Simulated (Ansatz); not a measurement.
An Ansatz (a program for electronic structure) input:

Ansatz 0.2 input:
```yaml
crystal:
  lattice:
    - [2.7035924692, 1.5609198398, 4.3161153223]
    - [-2.7035924692, 1.5609198398, 4.3161153223]
    - [0.0, -3.1218396797, 4.3161153223]
  atoms:
    - { symbol: La, position: [0.25, 0.25, 0.25] }
    - { symbol: La, position: [0.75, 0.75, 0.75] }
    - { symbol: Ni, position: [0.0, 0.0, 0.0] }
    - { symbol: Ni, position: [0.5, 0.5, 0.5] }
    - { symbol: O, position: [0.7978693634, 0.25, 0.7021306366] }
    - { symbol: O, position: [0.2021306366, 0.75, 0.2978693634] }
    - { symbol: O, position: [0.7021306366, 0.7978693634, 0.25] }
    - { symbol: O, position: [0.2978693634, 0.2021306366, 0.75] }
    - { symbol: O, position: [0.25, 0.7021306366, 0.7978693634] }
    - { symbol: O, position: [0.75, 0.2978693634, 0.2021306366] }
kpoints:
  mp_grid: { grid: [7, 7, 7] }
  band_path:
    path:
      - [[0.0, 0.0, 0.0], [0.5, 0.5, 0.5], [0.7461398833, 0.2538601167, 0.5]]  # Γ-T-H_2
      - [[0.5, -0.2538601167, 0.2538601167], [0.5, 0.0, 0.0], [0.0, 0.0, 0.0], [0.3769300584, -0.3769300584, 0.0]]  # H_0-L-Γ-S_0
      - [[0.6230699416, 0.0, 0.3769300584], [0.5, 0.0, 0.5], [0.0, 0.0, 0.0]]  # S_2-F-Γ
    npoints: 10
basis: { xc_grid: 2 }
hamiltonian:
  xc: pbesol
  pseudopotentials: { kind: paw }
magnetization: { noncollinear: true, spin_orbit: true }
scf:
  n_extra_bands: 20
  convergence: { dr2_threshold: 0.0000000001 }
  occupations: { method: gaussian, width: 0.05 }
output: { eigenvalues: true }
```

Question: How many symmetry operations and irreducible k-points will the run report?

Answer: 12 operations, 44 of 343 k-points.

Question: With a cutoff of 420 eV, how many plane waves at Γ?

Answer: 2109.

It took around 3 core-minutes (rough) on shared server cores.

Space group R-3c. The first step of the workflow began from a Materials Project structure, measured or hypothetical; the Crystallography Open Database files this formula in space group No. 167, but the cells were not matched. Its standing as an ambient phase is unchecked. Symmetry was held in the PBEsol relaxation; of distortions, only those at the zone centre were tested. No spin polarisation was allowed. No Hubbard U is applied.

Potentials: the later of the program's two PAW sets.

Ansatz is a plane-wave DFT program.
